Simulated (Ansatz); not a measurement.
SnTe:
```yaml
crystal:
  lattice:
    - [0.00000, 3.20472, 3.20472]
    - [3.20472, 0.00000, 3.20472]
    - [3.20472, 3.20472, 0.00000]
  atoms:
    - { symbol: Te, position: [0.50000, 0.50000, 0.50000] }
    - { symbol: Sn, position: [0.00000, 0.00000, 0.00000] }
```

Relaxed with PBE.

Problem. Give the Bader charges and basin volumes of the independent atoms, PBE in the plane-wave PAW code Ansatz.

Solution. 

```
atom  Bader charge (e)  Bader volume (Å³)
----  ----------------  -----------------
Te1              -0.66               38.8
Sn2              +0.66               27.0
```

Space group Fm-3m (rock salt). Symmetry was held in the PBE relaxation. At this level the phase is dynamically unstable (imaginary phonons). Spin–orbit coupling is left out wherever it is not named.

Potentials: the later of the program's two PAW sets.
